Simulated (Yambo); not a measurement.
G0W0@PBEsol for Rb$_{2}$Te (anti-fluorite, space group Fm-3m, No. 225) in Yambo. Reference settings: 2×2×2 Γ-centred k mesh, 432 bands and a 7 Ry block in the screening, 432 bands in G with the Bruneval-Gonze terminator, plasmon pole fitted at 27.2 eV. The PBEsol gap X → Γ on this mesh is 1.71 eV; G0W0 gaps are taken between the same points.

```json
[
 {"change from the reference": "reference settings", "G0W0 gap X → Γ (eV)": "3.38", "shift of the valence edge (eV)": "-1.48"},
 {"change from the reference": "272 bands in G", "G0W0 gap X → Γ (eV)": "3.37", "shift of the valence edge (eV)": "-1.47"},
 {"change from the reference": "152 bands in G, no terminator", "G0W0 gap X → Γ (eV)": "3.20", "shift of the valence edge (eV)": "-1.10"},
 {"change from the reference": "272 bands in G, no terminator", "G0W0 gap X → Γ (eV)": "?", "shift of the valence edge (eV)": "-1.32"},
 {"change from the reference": "6 Ry block", "G0W0 gap X → Γ (eV)": "3.36", "shift of the valence edge (eV)": "-1.47"},
 {"change from the reference": "152 bands in W, 152 bands in G", "G0W0 gap X → Γ (eV)": "3.29", "shift of the valence edge (eV)": "-1.25"},
 {"change from the reference": "152 bands in G", "G0W0 gap X → Γ (eV)": "3.35", "shift of the valence edge (eV)": "-1.42"},
 {"change from the reference": "no terminator", "G0W0 gap X → Γ (eV)": "3.35", "shift of the valence edge (eV)": "-1.41"}
]
```

**Question.** Estimate the withheld gaps from the other rows; the computed values follow.

**Answer.** 
- 272 bands in G, no terminator, G0W0 gap X → Γ (eV): 3.30

The reference isn't shown to be the converged limit.

The standard potential for Te keeps a d shell in the valence without the s and p states of that shell. In tests on such compounds this moved G0W0 gaps by up to about 0.9 eV, so absolute quasiparticle energies here are unreliable; differences between settings are what counts.

Spin-orbit coupling is included.

Geometry relaxed with PBEsol; primitive cell a = b = c = 5.961 Å, α = β = γ = 60.00°.

The structure is a Materials Project entry; no match was found in the copy of COD used, and its stability was not checked.

A shift is the quasiparticle energy of the state minus its PBEsol energy.
